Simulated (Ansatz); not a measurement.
# Sr$_{2}$CdPt$_{2}$, a database entry at a rescaled volume

```
CELL_PARAMETERS angstrom
-2.31584 3.01446 4.66631
4.63167 0.00000 0.00000
2.31584 3.01446 -4.66631
ATOMIC_POSITIONS crystal
Pt 0.73034 0.50000 0.73034
Pt 0.26966 0.50000 0.26966
Cd 0.00000 0.00000 0.00000
Sr 0.69995 0.19995 0.30005
Sr 0.30005 0.80005 0.69995
```

Method: r2SCAN, no spin polarisation; PAW, plane waves to 500 eV, 8×8×8 Γ-centred mesh, fermi-dirac occupations (width 0.1 eV) (Ansatz 0.2.0), atoms fixed.

(1) Give the Bader charges.

(2) Metal or insulator?

(3) What does the stress say?

(4) What do density and ELF say about some of the short contacts?

Origin: a database entry at a rescaled volume.

## Answers

(1) Bader charges in e: Sr +1.36, Cd -0.05, Pt -1.33. In the mean Sr gives up most and Pt takes most.

(2) It is a metal, with about 2.3 states/eV a cell as the mean within 0.25 eV of the Fermi level.

(3) The pressure is -3.0 GPa (compression positive), so with the atoms held at these fractions the cell would first shrink.

(4) Pt–Pt at 2.78 Å: least valence density 0.40 e/Å³ and ELF 0.36 there. Pt–Cd at 2.83 Å: least valence density 0.29 e/Å³ and ELF 0.23 there. Pt–Sr at 3.24 Å: least valence density 0.13 e/Å³ and ELF 0.07 there. Both are smooth PAW fields, read partly inside the augmentation spheres.
